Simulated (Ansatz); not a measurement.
Space group I4_1/amd:1 (No. 141). a = 3.972 Å, b = 3.972 Å, c = 10.180 Å, α = 90.00°, β = 90.00°, γ = 90.00°
```json
{"atom": "Sn", "site": "4a", "symmetry": "-4m2", "x": "0.0000", "y": "0.5000", "z": "0.2500"}
{"atom": "O", "site": "8e", "symmetry": "2mm.", "x": "0.5000", "y": "0.5000", "z": "0.2970"}
```

Equation of state of this SnO2 structure (not necessarily the ground state), with shape and atoms relaxed at each volume where symmetry leaves them free. Theory: Ansatz 0.2.0, DFT LDA, scalar-relativistic, plane waves, PAW.

Settings: cutoff 420 eV, Γ-centred mesh 10×10×10 on the computed 6-atom cell, Gaussian smearing of 0.02 eV; no spin polarisation.

```csv
V (Å³/atom),E − E(largest V) (meV/atom),P (GPa),gap on mesh (eV)
11.780,59.90,25.16,2.76
12.181,5.95,17.97,2.53
12.583,-30.56,11.28,2.27
12.984,-51.14,5.28,2.00
13.386,-57.54,-0.01,1.73
13.788,-51.68,-4.55,1.47
14.189,-35.31,-8.40,1.22
14.725,0.00,-12.56,0.92
```

Problem. Fit a third-order Birch–Murnaghan equation to E(V).

Solution. V0 = 13.39 Å³/atom, B0 = 160 GPa, B0' = 3.5.

This form isn't the usual stable structure of the compound.